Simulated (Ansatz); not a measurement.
MgCd₃ (space group P6_3/mmc)

```
CELL_PARAMETERS angstrom
      6.26456     0.00000     0.00000
     -3.13228     5.42527     0.00000
      0.00000     0.00000     4.94385
ATOMIC_POSITIONS crystal
  Mg 0.66667 0.33333 0.75000
  Mg 0.33333 0.66667 0.25000
  Cd 0.66582 0.83291 0.75000
  Cd 0.33418 0.16709 0.25000
  Cd 0.83291 0.66582 0.25000
  Cd 0.16709 0.33418 0.75000
  Cd 0.16709 0.83291 0.75000
  Cd 0.83291 0.16709 0.25000
```

Equation-of-state scan: isotropic scaling of the cell above, V₀ being its volume. The atoms relax within the cell's symmetry.

Computed with r2SCAN (plane waves to 500 eV, PAW, scalar-relativistic; Ansatz, a quantum-chemistry and plane-wave program). k mesh 9×9×10 (Γ-centred), Fermi-Dirac smearing 0.05 eV. The energy includes the smearing's −TS. With the shape held, the modulus is that of even scaling; a crystal free to change shape is softer. MgCd3 was relaxed with its symmetry unable to fall. The zero of ΔE is the relaxed starting cell. The last digit holds for this mesh only.

| V (Å³/atom) | ΔE (meV/atom) |
|---|---|
| 17.643 | 130.2 |
| 18.483 | 66.6 |
| 19.323 | 27.0 |
| 20.163 | 6.2 |
| 21.003 | 0.0 |
| 21.843 | 5.2 |
| 22.684 | 19.4 |
| 23.524 | 40.4 |
| 24.364 | 66.7 |

Q: What is the fitted pressure derivative B₀′?

A: 5.2.

Q: What bulk modulus at fixed cell shape B₀ follows from a third-order Birch-Murnaghan fit?

A: 54.1 GPa. Check by three points about V = 21.003 Å³/atom, step 1.680: d²E/dV² ≈ (27 − 2·0 + 19) meV / 1.680² = 0.0163 eV/Å⁶, and V·d²E/dV² × 160.2 = 54.8 GPa.

(A scan under strain: stresses follow from slopes of the energy per volume, elastic moduli from its curvatures.)
